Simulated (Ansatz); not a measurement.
SbPd:
```
SbPd
1.0
    4.05641     0.00000     0.00000
   -2.02821     3.51295     0.00000
    0.00000     0.00000     5.52440
Sb Pd
2 2
Direct
  0.33333   0.66667   0.25000
  0.66667   0.33333   0.75000
  0.00000   0.00000   0.00000
  0.00000   0.00000   0.50000
```

Relaxed with LDA. Special points in fractions of this cell's reciprocal vectors: Γ (0.000, 0.000, 0.000); M (0.500, 0.000, 0.000); K (0.333, 0.333, 0.000); A (0.000, 0.000, 0.500); L (0.500, 0.000, 0.500); H (0.333, 0.333, 0.500).

Problem. List the band energies nearest the Fermi level at these points for DFT-LDA in the program Ansatz with PAW potentials.

Solution. In eV from the Fermi level; about four levels below and three above (degenerate sets whole), none deeper than 8.9 eV; points with the same levels are listed once.

```
k                                below                above
-  -----------------------------------  -------------------
Γ        -3.50 -3.50 -2.42 -2.42 -0.05       0.52 0.52 2.67
M              -2.44 -2.40 -2.38 -0.74       1.62 4.09 4.45
K              -2.36 -1.92 -0.55 -0.55       0.57 0.57 3.47
A  -3.44 -3.44 -3.44 -3.44 -0.55 -0.55  2.32 2.32 2.32 2.32
L              -3.14 -3.14 -2.81 -2.81  0.43 0.43 1.88 1.88
H              -2.29 -2.29 -1.84 -1.84  3.90 3.90 6.57 6.57
```

Space group P6_3/mmc (NiAs type). The first step of the workflow began from a Materials Project structure, measured or hypothetical; the Crystallography Open Database files this formula in space group No. 194, but the cells were not matched. Its standing as an ambient phase is unchecked. The LDA relaxation kept the symmetry of its start; its stability against distortions is not shown here. The run is not spin-polarised. Scalar-relativistic: spin–orbit coupling is off unless named, which matters more the heavier the elements.

Potentials: the later of the program's two PAW sets.
